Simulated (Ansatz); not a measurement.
**HfMg₃ in the AuCu3-type structure**

Level of theory: DFT, PBE, scalar-relativistic, no spin polarisation; plane waves to 420 eV with PAW datasets (Ansatz 0.2.0), Γ-centred 8×8×8 mesh, 0.05 eV Gaussian smearing; PAW files: Ansatz's generated set soft_2.

Space group Pm-3m (No. 221). a = 4.435 Å, b = 4.435 Å, c = 4.435 Å, α = 90.00°, β = 90.00°, γ = 90.00°
| atom | site | symmetry | x | y | z |
| --- | --- | --- | --- | --- | --- |
| Hf | 1a | m-3m | 0.0000 | 0.0000 | 0.0000 |
| Mg | 3c | 4/mm.m | 0.0000 | 0.5000 | 0.5000 |

The structure was built from a prototype; whether the compound forms in it isn't claimed.

The cell above was scaled in volume, its shape and atoms being fixed by the lattice's symmetry. Energies are counted from the cell above.

```tsv
V (Å³/atom)	ΔE (meV/atom)	P (GPa)
20.61	12.6	3.5
20.94	6.5	2.5
21.37	1.6	1.2
21.81	0.0	0.0
22.25	1.5	-1.1
22.68	5.8	-2.0
23.34	16.8	-3.3
23.99	?	?
```

(1) Fill in the withheld row.

(2) What do the points give for the equilibrium volume, the bulk modulus and its pressure derivative (third-order Birch–Murnaghan)?

Answers:

(1) ΔE (meV/atom): 32.7, P (GPa): -4.4.

(2) V0 = 21.81 Å³/atom, B0 = 56 GPa, B0′ = 3.9.

B0·V0 = 56.1 GPa × 21.81 Å³ = 7.63 eV/atom sets the scale: near the minimum ΔE ≈ ½ B0 V0 x², with x = V/V0 − 1, and a pressure of 0.6 GPa squeezes the volume by about 1 %. At the ends of the curve: x = −5.5 % predicts 11.5 meV/atom and the run gives 12.6; x = +10.0 % predicts 38.3 meV/atom and the run gives 32.7. The lopsidedness is anharmonic: atoms resist being pushed together more than being pulled apart.

Spin–orbit coupling, which matters for such heavy elements, is left out. The run is a metal.
